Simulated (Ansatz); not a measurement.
TiO2 (space group P2_1/c)

Space group P2₁/c (No. 14); a = 4.780 Å, b = 4.861 Å, c = 5.002 Å, α = γ = 90.00°, β = 100.06°

| atom | site | symmetry | x | y | z |
|---|---|---|---|---|---|
| Ti | 4e | 1 | 0.2786 | 0.0550 | 0.2136 |
| O | 4e | 1 | 0.5562 | 0.2586 | 0.0305 |
| O | 4e | 1 | 0.0652 | 0.3279 | 0.3466 |

The volume is varied about the relaxed value V₀ at fixed cell shape. The atoms relax within the cell's symmetry.

All values below come from PBEsol (plane waves to 420 eV, PAW, scalar-relativistic; Ansatz, an electronic-structure program). k mesh 6×6×6 (Γ-centred), Fermi-Dirac smearing 0.05 eV. E stands for the smeared free energy. Stress and pressure are positive under compression. The points do not follow one Birch-Murnaghan curve well, so no fit is quoted. This is one of several known forms of TiO2; the measured ambient cells at hand have space group No. 60 or 61 or 136 or 141. TiO2 is run without spin polarisation. TiO2 was relaxed with its symmetry unable to fall. The zero of ΔE is the relaxed starting cell.

The scan covers V/V₀ from 0.900 to 1.100 in 11 points.

What pressure does the cell carry at V/V₀ = 0.900?

27.3 GPa.

What is ΔE at V/V₀ = 1.100?

38.2 meV/atom.

What is ΔE at V/V₀ = 0.900?

74.5 meV/atom.

(A scan under strain: stresses follow from slopes of the energy per volume, elastic moduli from its curvatures.)
